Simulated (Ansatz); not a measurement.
Given:

HfO2 (tetragonal-ZrO2 type, space group P4_2/nmc)

```xyz
6
Lattice="3.6048 0.0000 0.0000 0.0000 3.6048 0.0000 0.0000 0.0000 5.2650" Properties=species:S:1:pos:R:3 pbc="T T T"
Hf     0.0000     0.0000     0.0000
Hf     1.8024     1.8024     2.6325
O      0.0000     1.8024     1.0174
O      0.0000     1.8024     3.6499
O      1.8024     0.0000     1.6151
O      1.8024     0.0000     4.2476
```

Scan: atom 4 (O, nearest neighbour Hf at 2.070 Å; its periodic images, 3.6 Å or more away, move with it) is displaced towards the nearest neighbour, direction (-0.871, 0.000, -0.492) in Cartesian axes, by s. The other atoms stay.

Level of theory: PBE (plane waves to 420 eV, PAW, scalar-relativistic; Ansatz, an electronic-structure program). k mesh 7×7×5 (Γ-centred), Fermi-Dirac smearing 0.05 eV. The energy includes the smearing's −TS. Left out: 3 of 11 points, with atoms too close for the PAW data. HfO2 is run without spin polarisation. HfO2 was relaxed with its symmetry unable to fall. Spin-orbit coupling is left out, though Hf is heavy. The PAW data are Ansatz's earlier set. This is a high-temperature form of HfO2. ΔE is measured from the undisplaced structure.

The scan covers s from -0.620 to 0.248 Å in 8 points.

**Question.** Is the energy the same for displacements of ±0.248 Å, and if not, which side lies higher?

**Answer.** Not even: the positive side lies higher at ±0.248 Å. With its periodic images moving along, the atom's site symmetry in this cell is mm2.

**Question.** What is the energy change at s = 0.248 Å?

**Answer.** 658 meV/cell.

**Question.** What force acts on the atom along the line at s = -0.620 Å?

**Answer.** 5.58 eV/Å.

**Question.** What is the force constant k = d²E/ds² of this move at s = 0?

**Answer.** 16.4 eV/Å².

(For displaced atoms, the force is minus the slope of the energy, and its curvature is a force constant, which sets phonon frequencies.)
